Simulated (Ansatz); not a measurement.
GeI2:
```xyz
3
Lattice="4.1470 0.0000 0.0000 -2.0735 3.5914 0.0000 0.0000 0.0000 6.6449" Properties=species:S:1:pos:R:3 pbc="T T T"
Ge     0.0000     0.0000     0.0000
I      0.0000     2.3943     1.7252
I      2.0735     1.1971     4.9198
```

Relaxed with LDA. Special points in fractions of this cell's reciprocal vectors: Γ (0.000, 0.000, 0.000); M (0.500, 0.000, 0.000); K (0.333, 0.333, 0.000); A (0.000, 0.000, 0.500); L (0.500, 0.000, 0.500); H (0.333, 0.333, 0.500).

**Question.** List the band energies nearest the valence-band maximum at these points for DFT-LDA in the program Ansatz with PAW potentials.

**Answer.** In eV from the valence-band maximum; about four levels below and three above (degenerate sets whole), none deeper than 8.9 eV; points with the same levels are listed once.

```tsv
k	below	above
Γ	-1.34 -1.34 -1.25 -1.25 -1.12	2.04 2.59 2.59
M	-2.86 -2.43 -1.19 -0.70	2.28 3.05 4.27
K	-3.44 -2.44 -2.44 -1.08	4.10 4.10 4.30
A	-1.48 -1.48 -1.05 -1.05 0.00	1.73 2.35 2.35
L	-2.55 -1.98 -1.63 -1.21	2.72 3.06 3.67
H	-3.84 -1.29 -1.29 -0.19	2.74 2.74 3.44
```

Space group P-3m1 (CdI2 type). The workflow started from an entry of the Crystallography Open Database (COD), which files this formula under 2 space groups. Its standing as an ambient phase is unchecked. The LDA relaxation kept the symmetry of its start; whether a distortion lowers the energy is not shown. A crystal of weakly bound layers computed without a dispersion correction: the cell and the soft elastic constants depend strongly on that. Scalar-relativistic: spin–orbit coupling is off unless named, which matters more the heavier the elements.

Potentials: the later of the program's two PAW sets.
